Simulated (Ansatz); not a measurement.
NbAs in space group P-6m2 (No. 187; Nb on 1a, As on 1f) at seven volumes, r²SCAN (plane waves, PAW; program Ansatz), shape and atoms relaxed at each. One row is withheld.

```csv
V (Å³/atom),P (GPa)
16.015,18.77
16.543,11.51
17.071,5.30
17.599,0.01
18.127,-4.54
18.655,-8.41
19.183,?
```

Fit the shown pressures and predict the withheld one.

P = (3/2)B₀(x^(7/2) − x^(5/2))[1 + (3/4)(B′ − 4)(x − 1)] with x = (V₀/V)^(2/3). Least squares on the six rows gives V₀ = 17.599 Å³/atom, B₀ = 163 GPa, B′ = 4.19. At V = 19.183, x = 0.9442 and P = -11.73 GPa. The run itself gave -11.73 GPa.

A made-up cell: these elements were put on the sites of a structure type; neither database checked (COD, Materials Project) lists it. COD files the formula under space group No. 109, so this cell is another polymorph or a model. Its standing as an ambient phase is unchecked. The cell was relaxed with r²SCAN under the symmetry of its start; its stability against distortions is not shown here. The run is not spin-polarised.

Potentials: the later of the program's two PAW sets.
